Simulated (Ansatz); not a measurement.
**How far is PAW off for RbLuO2?**

```
Rb Lu O
1.0
     1.67702    0.96823    6.29706
    -1.67702    0.96823    6.29706
     0.00000   -1.93646    6.29706
Rb Lu O
1 1 2
Direct
  0.00000 0.00000 0.00000
  0.50000 0.50000 0.50000
  0.22300 0.22300 0.22300
  0.77700 0.77700 0.77700
```

Atoms are numbered in the order listed.

The cell is COD entry 1528053, as deposited and not checked against the literature; nothing was relaxed. The listed cell was then made from it by scaling, straining or moving an atom.

Spin–orbit coupling is left out, though it moves levels of the heavy atoms by tenths of an eV or more.

All numbers are computed: DFT, PBEsol, PAW with Ansatz's default frozen-core files, scalar-relativistic (Ansatz 0.2.0); DFT, PBEsol, all-electron LAPW, scalar-relativistic (Ansatz 0.2.0).

For PAW: a Γ-centred 10×10×10 k mesh, Fermi–Dirac smearing of 0.03 eV, cutoff 420 eV, no spin polarisation; the PAW files were made with PBE, and the program remakes their frozen cores for this functional. LAPW targets a basis error of 1 meV/atom. The Ansatz runs share mesh, smearing and spin set-up. Plane-wave (PAW) pressures include the program's estimate of the Pulay term.

Stress and pressure are positive in compression.

The change that made this cell: volume scaled by 0.96.

PAW results:

```
             quantity    PAW
       pressure (GPa)   5.95
      stress xx (GPa)   5.61
      stress zz (GPa)   6.64
force on O3, z (eV/Å)  0.844
        band gap (eV)  3.028
```

Question: What does all-electron LAPW give for the same quantities?

Answer: 
```json
{"quantity": "pressure (GPa)", "LAPW": "5.95"}
{"quantity": "stress xx (GPa)", "LAPW": "5.61"}
{"quantity": "stress zz (GPa)", "LAPW": "6.63"}
{"quantity": "force on O3, z (eV/Å)", "LAPW": "0.842"}
{"quantity": "band gap (eV)", "LAPW": "3.031"}
```
